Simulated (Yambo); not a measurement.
RuP₂ (space group Pnnm, No. 58), G0W0@PBEsol in Yambo with this input:

```
rim_cut
gw0
dyson
el_el_corr
HF_and_locXC
ppa
em1d
RandQpts= 1000000
RandGvec= 1 Ry
EXXRLvcs= 84 Ry
VXCRLvcs= 336 Ry
Chimod= "HARTREE"
% BndsRnXp
 9 | 171 |
%
NGsBlkXp= 8 Ry
% LongDrXp
 1.0 | 1.0 | 1.0 |
%
PPAPntXp= 27.2114 eV
% GbndRnge
 1 | 171 |
%
GTermKind= "BG"
DysSolver= "n"
ExtendOut
```

On a 2×2×4 mesh, with wavefunctions cut at 84 Ry, the gap ((0, -0.5, -0.5) → (0, 0, 0.25)) is 1.223 eV and the valence edge shifts by -0.328 eV.

Q: What happens with this change: 84 bands in W?

A: The gap falls by 0.047 eV, to 1.176 eV; the shift of the valence edge becomes -0.130 eV. Neither run is shown to be the converged limit. In the run with 171 bands and a 8 Ry block, which covers more k points, the smallest G0W0 gap is 0.86 eV, Γ → (0, 0, 0.25).

Spin-orbit coupling is not included.

Geometry of the Materials Project entry, not relaxed at this level; primitive cell a = 5.1101 Å, b = 5.9002 Å, c = 2.8975 Å, α = β = γ = 90.00°.

A shift is the quasiparticle energy of the state minus its PBEsol energy.
